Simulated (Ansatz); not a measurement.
According to the program Ansatz at the LDA level (PAW), Bi2HSe3 in the trigonal phase (R3m; Pearson symbol hR6) relaxes to a = 4.012 Å, c = 30.745 Å. Se on 3a has 6 nearest neighbours from 3.02 Å (octahedral); Bi on 3a has 6 nearest neighbours from 2.94 Å (octahedral); Bi on 3a has 6 nearest neighbours from 2.85 Å (octahedral). Against the elements it lies at -0.13 eV/atom, with no fitted shifts.

Electronic character: metallic (no gap).

The start of the workflow was typed in or built on a structure type; neither database checked (COD, Materials Project) lists it. Its standing as an ambient phase is unchecked. Symmetry was held in the LDA relaxation; its stability against distortions is not shown here. A crystal of weakly bound layers computed without a dispersion correction: the cell and the soft elastic constants depend strongly on that. With an odd number of electrons in the cell and no spin polarisation, the count alone makes it a metal. The references are the lowest solids computed at this level, not always the standard phases (solids in place of the gases). Scalar-relativistic: spin–orbit coupling is off unless named, which matters more the heavier the elements.

Potentials: the later of the program's two PAW sets.
